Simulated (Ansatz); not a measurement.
Te$_{2}$Mo:
```cif
data_Mo2Te4
_chemical_formula_sum 'Te4 Mo2'
_space_group_name_H-M_alt 'P63/mmc'
_space_group_IT_number 194
_space_group_name_Hall '-P 6c 2c'
_cell_length_a 3.54618
_cell_length_b 3.54618
_cell_length_c 14.25848
_cell_angle_alpha 90.000
_cell_angle_beta 90.000
_cell_angle_gamma 120.000
loop_
_atom_site_label
_atom_site_type_symbol
_atom_site_symmetry_multiplicity
_atom_site_Wyckoff_symbol
_atom_site_fract_x
_atom_site_fract_y
_atom_site_fract_z
_atom_site_occupancy
Te1 Te 4 f 0.66667 0.33333 0.12432 1
Mo1 Mo 2 c 0.33333 0.66667 0.25000 1
```

Relaxed with r²SCAN+D4. The program Ansatz at the r²SCAN+D4 level (PAW) gives a gap of 0.91 eV.

**Question.** What gap does HSE06 give on the same cell (Ansatz, PAW)?

**Answer.** 1.22 eV, 0.31 eV more. The hybrid was solved on a coarser mesh and at special points; the gap given is the minimum over both.

```tsv
k	v1 r²SCAN+D4	c1 r²SCAN+D4	v1 HSE06	c1 HSE06
Γ	0.00	3.00	…	…
A	-0.12	3.03	…	…
K	-0.06	1.01	…	…
H	-0.17	1.02	-0.16	1.35
M	-0.49	1.32	-0.49	1.71
L	-0.60	1.35	…	…
```

**Question.** Top valence (v1) and lowest conduction level (c1) in eV from each method's valence maximum (which need not be a listed point): supply the withheld HSE06 values.

**Answer.** 
- L, v1 HSE06: -0.60
- L, c1 HSE06: 1.74
- K, v1 HSE06: -0.04
- K, c1 HSE06: 1.35
- Γ, v1 HSE06: 0.00
- Γ, c1 HSE06: 3.47
- A, v1 HSE06: -0.14
- A, c1 HSE06: 3.51

Cost on shared cores: the r²SCAN+D4 run (SCF on a 9×9×2 mesh, then bands and DOS) roughly 100 core-seconds, the HSE06 run (SCF on 5×5×2, then a few points) around 2.9 core-minutes (rough); the tasks are unlike.

Space group P6_3/mmc. The cell was relaxed with r²SCAN+D4 under the symmetry of its start. The run is not spin-polarised. Scalar-relativistic: spin–orbit coupling is off unless named, which matters more the heavier the elements.

Potentials: the earlier of the program's two PAW sets.
